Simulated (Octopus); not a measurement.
GaSb (F-43m, No. 216):
```
GaSb
1.0
    0.00000     3.06860     3.06860
    3.06860     0.00000     3.06860
    3.06860     3.06860     0.00000
Ga Sb
1 1
Direct
  0.00000   0.00000   0.00000
  0.25000   0.25000   0.25000
```
The cell is a database entry, not relaxed again.

Method: LDA in Octopus 16.4; grid spacing about 0.15 Å, Γ-centred 8×8×8 k-mesh, Fermi-Dirac smearing of 0.1 eV, no spin polarisation; PseudoDojo 0.4 LDA potentials. Spin-orbit coupling is left out.

Energies in eV against the Fermi level; 28 electrons a cell outside the pseudopotentials' cores.

| k-point (reduced) | band 10 | band 11 | band 12 | band 13 | band 14 | band 15 | band 16 | band 17 |
|---|---|---|---|---|---|---|---|---|
| Γ (0.000, 0.000, 0.000) | -15.08 | -11.55 | -0.31 | -0.08 | -0.08 | -0.08 | 2.71 | 2.71 |
| X (-0.500, -0.500, 0.000) | -15.08 | -9.16 | -6.87 | -2.61 | -2.61 | 0.78 | 1.11 | 8.51 |
| U (-0.375, -0.375, 0.250) | -15.08 | -9.23 | -6.70 | -3.64 | -2.23 | 1.27 | 3.73 | 6.43 |
| K (-0.375, 0.000, 0.375) | -15.08 | -9.23 | -6.70 | -3.64 | -2.23 | 1.27 | 3.73 | 6.43 |
| L (0.000, 0.000, 0.500) | -15.08 | -9.96 | -6.43 | -1.21 | -1.21 | 0.19 | 3.67 | 3.67 |
| W (-0.500, -0.250, 0.250) | -15.08 | -9.12 | -6.74 | -3.38 | -3.16 | 3.51 | 4.18 | 4.27 |
